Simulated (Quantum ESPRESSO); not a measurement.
```
CELL_PARAMETERS angstrom
      0.00000     4.15743     4.15743
      4.15743     0.00000     4.15743
      4.15743     4.15743     0.00000
ATOMIC_POSITIONS crystal
  O  0.75743 0.24257 0.24257
  O  0.24257 0.75743 0.75743
  O  0.24257 0.75743 0.24257
  O  0.75743 0.24257 0.75743
  O  0.24257 0.24257 0.75743
  O  0.75743 0.75743 0.24257
  Sc 0.50000 0.50000 0.50000
  Ba 0.25000 0.25000 0.25000
  Ba 0.75000 0.75000 0.75000
  Ta 0.00000 0.00000 0.00000
```

The geometry is that of Materials Project entry mp-1205823, symmetrised and not relaxed again.

**Question.** What does PBEsol (pw.x of Quantum ESPRESSO, ONCV potentials, without SOC) give for the electronic structure near the Fermi level?

**Answer.** The PBEsol gap is direct, 3.03 eV at Γ. Without spin-orbit coupling, band edges of such heavy elements can be off by tenths of an eV.

The structure is a Materials Project entry; no match was found in the copy of COD used, and its stability was not checked.
